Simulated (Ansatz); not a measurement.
Relaxed-ion elastic tensor of MgO (rock salt, space group No. 225) in GPa (Voigt order), plane-wave PAW r²SCAN (Ansatz code); density 3.60 g/cm³, 9.29 Å³ per atom.

```
 311  94.7  94.7   0.0   0.0   0.0
94.7   311  94.7   0.0   0.0   0.0
94.7  94.7   311   0.0   0.0   0.0
 0.0   0.0   0.0   157   0.0   0.0
 0.0   0.0   0.0   0.0   157   0.0
 0.0   0.0   0.0   0.0   0.0   157
```

### Question
Is the crystal mechanically stable?

### Answer
Yes: the smallest eigenvalue of C is 157 GPa.

### Question
Work out the Voigt, Reuss and Hill averages.

### Answer
K_V = 167, K_R = 167, K_H = 167; G_V = 137, G_R = 133, G_H = 135 GPa.

### Question
Give Young's modulus, Poisson's ratio, Pugh's ratio and the universal anisotropy index.

### Answer
E = 9KG/(3K + G) = 319 GPa; ν = 0.18; K/G = 1.23 (brittle by the Pugh limit of 1.75); A_U = 5G_V/G_R + K_V/K_R − 6 = 0.17.

### Question
Estimate the sound speeds and the Debye temperature.

### Answer
v_l = √((K + 4G/3)/ρ) = 9820 m/s, v_t = √(G/ρ) = 6120 m/s, mean 6750 m/s; Θ = (h/k)(3n/4πV)^(1/3) v_m = 956 K.

### Question
Give the Zener ratio and Young's modulus along [100], [110] and [111].

### Answer
A = 2C44/(C11 − C12) = 1.45; 1/E = S11 − 2(S11 − S12 − S44/2)Γ with Γ = 0, 1/4, 1/3 gives 267, 330, 358 GPa.

Space group Fm-3m (rock salt). The cell was relaxed with r²SCAN under the symmetry of its start; phonons on a q-mesh show no instability.

Potentials: the later of the program's two PAW sets.
